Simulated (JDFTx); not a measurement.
An input for a modified build of JDFTx (Be(1 0 -1 0), soft-sphere model, water, 2 M NaF; bohr, hartree) and the course of its log:

```
lattice \
  4.2798139136 0.0000000000 0.0000000000 \
  0.0000000000 6.7540701420 0.0000000000 \
  0.0000000000 0.0000000000 46.2982900533
coords-type Lattice
ion Be 0.7500000000 0.2500000000 -0.1703566849 0
ion Be 0.2500000000 0.7500000000 -0.1486848591 0
ion Be 0.2500000000 0.2500000000 -0.0933979530 0
ion Be 0.7500000000 0.7500000000 -0.0667128230 0
ion Be 0.7500000000 0.2500000000 -0.0133425650 0
ion Be 0.2500000000 0.7500000000 0.0133425650 0
ion Be 0.2500000000 0.2500000000 0.0667128230 0
ion Be 0.7500000000 0.7500000000 0.0933979530 0
ion Be 0.7500000000 0.2500000000 0.1486848591 0
ion Be 0.2500000000 0.7500000000 0.1703566849 0
ion-species pseudo/be_pbe_v1.4.upf
elec-cutoff 20 100
elec-ex-corr gga-PBE
coulomb-interaction Slab 001
coulomb-truncation-embed 0 0 0
kpoint-folding 10 6 1
elec-smearing Fermi 0.01
elec-n-bands 34
target-mu -0.063944
electronic-scf nIterations 100 energyDiffThreshold 1e-07
fluid LinearPCM
pcm-variant SoftSphere
fluid-solvent H2O
fluid-cation Na+ 2
fluid-anion F- 2
fluid-minimize nIterations 400 knormThreshold 1e-12
wavefunction read f1.wfns
elec-initial-eigenvals f1.eigenvals
elec-initial-fillings read f1.fillings
fluid-initial-state f1.fluidState
dump-name f1_u0.$VAR
dump End State Ecomponents EigStats BandEigs Forces ElecDensity IonicPositions Fillings Kpoints Dtot FluidDebug BoundCharge FluidDensity
```

```
[one cycle in 5 is shown, and the last three; fluid-solver lines are left out]
	FillingsUpdate:  mu: -0.063944000  nElectrons: 41.128969
SCF: Cycle:  0   G: -138.579722410084088   dG: +1.315e-01   |Residual|: 4.363e-02   |deigs|: 1.197e-06
	FillingsUpdate:  mu: -0.063944000  nElectrons: 40.447622
SCF: Cycle:  5   G: -138.716290182771019   dG: -4.051e-05   |Residual|: 7.246e-03   |deigs|: 8.446e-04
	FillingsUpdate:  mu: -0.063944000  nElectrons: 40.742030
SCF: Cycle: 10   G: -138.719786507640293   dG: -1.225e-03   |Residual|: 4.535e-03   |deigs|: 2.889e-03
	FillingsUpdate:  mu: -0.063944000  nElectrons: 41.360240
SCF: Cycle: 15   G: -138.724553116116823   dG: -5.465e-03   |Residual|: 1.436e-02   |deigs|: 1.356e-02
	FillingsUpdate:  mu: -0.063944000  nElectrons: 41.017492
SCF: Cycle: 20   G: -138.723650192176734   dG: +3.678e-03   |Residual|: 1.402e-02   |deigs|: 6.723e-03
	FillingsUpdate:  mu: -0.063944000  nElectrons: 40.994935
SCF: Cycle: 25   G: -138.723138646019038   dG: -5.631e-03   |Residual|: 9.562e-03   |deigs|: 3.406e-03
	FillingsUpdate:  mu: -0.063944000  nElectrons: 40.522635
SCF: Cycle: 30   G: -138.716741813334750   dG: -1.521e-03   |Residual|: 1.937e-02   |deigs|: 2.475e-03
	FillingsUpdate:  mu: -0.063944000  nElectrons: 40.855318
SCF: Cycle: 35   G: -138.720896789636583   dG: -1.829e-03   |Residual|: 3.484e-03   |deigs|: 3.817e-03
	FillingsUpdate:  mu: -0.063944000  nElectrons: 41.261724
SCF: Cycle: 40   G: -138.725678201574397   dG: -1.047e-03   |Residual|: 6.539e-03   |deigs|: 2.208e-03
	FillingsUpdate:  mu: -0.063944000  nElectrons: 40.717847
SCF: Cycle: 45   G: -138.718298046804563   dG: +5.156e-03   |Residual|: 2.033e-02   |deigs|: 1.012e-02
	FillingsUpdate:  mu: -0.063944000  nElectrons: 41.254553
SCF: Cycle: 50   G: -138.725588025477748   dG: +5.387e-04   |Residual|: 5.921e-03   |deigs|: 1.036e-03
	FillingsUpdate:  mu: -0.063944000  nElectrons: 41.117257
SCF: Cycle: 55   G: -138.723630096883994   dG: +5.718e-04   |Residual|: 4.875e-03   |deigs|: 1.254e-03
	FillingsUpdate:  mu: -0.063944000  nElectrons: 41.346432
SCF: Cycle: 60   G: -138.726711183928984   dG: -5.166e-04   |Residual|: 6.440e-03   |deigs|: 1.010e-03
	FillingsUpdate:  mu: -0.063944000  nElectrons: 41.422164
SCF: Cycle: 65   G: -138.727603995223802   dG: -8.238e-04   |Residual|: 6.832e-03   |deigs|: 1.401e-03
	FillingsUpdate:  mu: -0.063944000  nElectrons: 41.257931
SCF: Cycle: 70   G: -138.725679556586954   dG: -6.659e-03   |Residual|: 5.908e-03   |deigs|: 1.355e-02
	FillingsUpdate:  mu: -0.063944000  nElectrons: 41.089883
SCF: Cycle: 75   G: -138.723576122832469   dG: +1.826e-03   |Residual|: 4.979e-03   |deigs|: 4.200e-03
	FillingsUpdate:  mu: -0.063944000  nElectrons: 40.732248
SCF: Cycle: 80   G: -138.718785984745836   dG: +1.115e-02   |Residual|: 1.197e-02   |deigs|: 2.199e-02
	FillingsUpdate:  mu: -0.063944000  nElectrons: 41.843111
SCF: Cycle: 85   G: -138.730521384350766   dG: -6.670e-04   |Residual|: 1.179e-02   |deigs|: 1.403e-03
	FillingsUpdate:  mu: -0.063944000  nElectrons: 41.724642
SCF: Cycle: 90   G: -138.729393038461836   dG: -2.256e-03   |Residual|: 1.115e-02   |deigs|: 5.294e-03
	FillingsUpdate:  mu: -0.063944000  nElectrons: 40.871805
SCF: Cycle: 95   G: -138.720626118439981   dG: +2.687e-04   |Residual|: 4.432e-03   |deigs|: 4.968e-03
	FillingsUpdate:  mu: -0.063944000  nElectrons: 40.769032
SCF: Cycle: 97   G: -138.719241446124983   dG: +3.631e-04   |Residual|: 8.657e-03   |deigs|: 5.542e-03
	FillingsUpdate:  mu: -0.063944000  nElectrons: 41.607804
SCF: Cycle: 98   G: -138.728936992386593   dG: -9.696e-03   |Residual|: 8.914e-03   |deigs|: 1.935e-02
	FillingsUpdate:  mu: -0.063944000  nElectrons: 40.594956
SCF: Cycle: 99   G: -138.717085708192116   dG: +1.185e-02   |Residual|: 2.158e-02   |deigs|: 2.388e-02
SCF: None of the convergence criteria satisfied after 100 iterations.
IonicMinimize: Iter:   0  G: -138.717085708192116  |grad|_K:  0.000e+00
IonicMinimize: Converged (|grad|_K<1.000000e-04).
```

This run gave no converged result. The electronic loop ended without meeting its threshold, so the last energy, electron count and forces aren't results.
